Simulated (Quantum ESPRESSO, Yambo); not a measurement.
**Levels of theory for the gap of SnS$_{2}$ monolayer**

A free-standing SnS2 monolayer (symmetry P-3m1, slab cell 15.9 Å high): one geometry, one set of norm-conserving PBE (stringent potentials; Quantum ESPRESSO, 102 Ry, without SOC) orbitals, self-energies from Yambo (6×6×1 Γ-centred k mesh, bands 5 to 125 and a 6 Ry block in the screening, 125 bands in G with the Bruneval-Gonze terminator, plasmon pole fitted at 27.2 eV, slab-truncated Coulomb interaction, stochastic integration of W near q = 0).

The layer was cut from Materials Project entry mp-1170 and relaxed with PBE+D3(BJ) in a cell 15.9 Å high, with the Coulomb interaction truncated along z.

```json
[
 {"level": "PBE (Quantum ESPRESSO)", "gap (0, 0.167) → M (eV)": "1.57", "direct gap at M (eV)": "1.83", "rough Yambo cost": "–"},
 {"level": "exchange only (Hartree-Fock self-energy on PBE orbitals)", "gap (0, 0.167) → M (eV)": "7.53", "direct gap at M (eV)": "7.96", "rough Yambo cost": "about 1/9 (8 states)"},
 {"level": "G0W0@PBE, plasmon pole", "gap (0, 0.167) → M (eV)": "3.09", "direct gap at M (eV)": "3.39", "rough Yambo cost": "1 (8 states)"}
]
```

Bare exchange has no screening and gives the widest gap.

Costs are rough ratios of core time on shared machines.

Convergence of the G0W0 settings was not tested.

Spin-orbit splittings are left out.
